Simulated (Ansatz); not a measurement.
## Ga₂B₃As₅: computed properties

Level of theory: DFT PBE, scalar-relativistic, plane waves, PAW (Ansatz).

Cutoff 420 eV; k points 14×14×14 on the computed 10-atom cell (Γ-centred); Gaussian smearing, width 0.02 eV; no spin polarisation.

The structure is relaxed at this level of theory with its symmetry kept, and needn't be the ground state of this composition.

```xyz
10
Lattice="-1.8117 1.8117 13.2809 1.8117 -1.8117 13.2809 1.8117 1.8117 -13.2809" Properties=species:S:1:pos:R:3 pbc="T T T"
Ga    0.0000    0.0000   23.8231
Ga    0.0000    0.0000    2.7388
B     0.0000    0.0000   13.2809
B     0.0000    0.0000   18.7535
B     0.0000    0.0000    7.8084
As    0.0000    1.8117    1.1581
As    1.8117    0.0000    4.3189
As    0.0000    1.8117    6.6405
As    1.8117    0.0000    8.9621
As    0.0000    1.8117   12.1229
```

(1) Formation energy from the elements' standard states (uncorrected)?

(2) Kohn–Sham band gap?

(3) Orbital (Löwdin) character of the top 1 eV of the valence band?

(4) Orbital (Löwdin) character of the lowest 1 eV of the conduction band?

(5) Bader charge by site (e)?

## Answers

(1) +0.021 eV/atom.

(2) 0.43 eV.

(3) As 4p 70 %, Ga 4p 20 %, B 2p 7 %.

(4) B 2p 25 %, As 4p 18 %, As 4s 15 %, B 2s 14 %, Ga 4p 13 %, Ga 4s 7 %, unprojected 9 %.

(5) Ga (2 in the cell) 0.64, B (1 in the cell) 0.17, B (2 in the cell) 0.14, As (2 in the cell) -0.41, As (2 in the cell) -0.42, As (1 in the cell) -0.08.

The cell was found from a structure generator's guess, not taken from experiment. Kohn–Sham gaps at this level usually fall short of measured ones. Löwdin shares on free-atom orbitals overweight diffuse shells in the empty bands.
